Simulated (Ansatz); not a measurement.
Several occupations of a rutile lattice at one composition, 4 W, 4 Ru; 16 O. Sites, in fractions of the cell 4.693 -4.693 0.000; -4.693 -4.693 0.000; 0.000 4.693 -6.101 Å:

| cell | sites |
| --- | --- |
| all | O (0.00 0.30 0.00), O (0.00 0.69 0.00), O (0.07 0.88 0.75), O (0.18 0.38 0.75), O (0.25 0.56 0.50), O (0.25 0.94 0.50), O (0.32 0.12 0.25), O (0.43 0.62 0.25), O (0.50 0.20 0.00), O (0.50 0.81 0.00), O (0.57 0.38 0.75), O (0.68 0.88 0.75), O (0.75 0.06 0.50), O (0.75 0.45 0.50), O (0.82 0.62 0.25), O (0.93 0.12 0.25), Ru (0.88 0.38 0.75), W (0.00 0.00 0.00) |
| 1 | Ru (0.50 0.50 0.00), Ru (0.62 0.12 0.25), Ru (0.75 0.75 0.50), W (0.12 0.62 0.25), W (0.25 0.25 0.50), W (0.38 0.88 0.75) |
| 2 | Ru (0.25 0.25 0.50), Ru (0.38 0.88 0.75), Ru (0.75 0.75 0.50), W (0.12 0.62 0.25), W (0.50 0.50 0.00), W (0.62 0.12 0.25) |
| 3 | Ru (0.12 0.62 0.25), Ru (0.38 0.88 0.75), Ru (0.62 0.12 0.25), W (0.25 0.25 0.50), W (0.50 0.50 0.00), W (0.75 0.75 0.50) |

Each was relaxed without symmetry on coarser meshes and computed once more. All numbers below come from DFT PBE, scalar-relativistic, plane waves, PAW in Ansatz 0.2.0.

Cutoff 420 eV; k points 6×6×6 on the computed 24-atom cell (Γ-centred); Gaussian smearing, width 0.10 eV; no spin polarisation.

Warren–Cowley parameters of the first shell of the sublattice with most elements (negative: unlike neighbours preferred):
| cell | Ru-W |
| --- | --- |
| 1 | 0.00 |
| 2 | -1.00 |
| 3 | 1.00 |

Forces of up to 0.07 eV/Å remain on the final mesh.

Problem. Which occupation is lowest in energy, and by how much?

Solution. Cell 2.
| cell | E − E(lowest) (meV/atom) | V (Å³/atom) | gap on mesh (eV) |
| --- | --- | --- | --- |
| 2 | 0.0 | 11.04 | 0.18 |
| 1 | 39.0 | 11.12 | 0.00 |
| 3 | 66.8 | 11.08 | 0.00 |

Spin-orbit coupling is left out, which matters for the bands of heavy elements. Spin polarisation was left out, and a magnetic state may lie lower.

Cost: 6 runs of about 53 core-minutes in all (earlier runs that led there not counted), on Arm Neoverse V2 (shared hosts).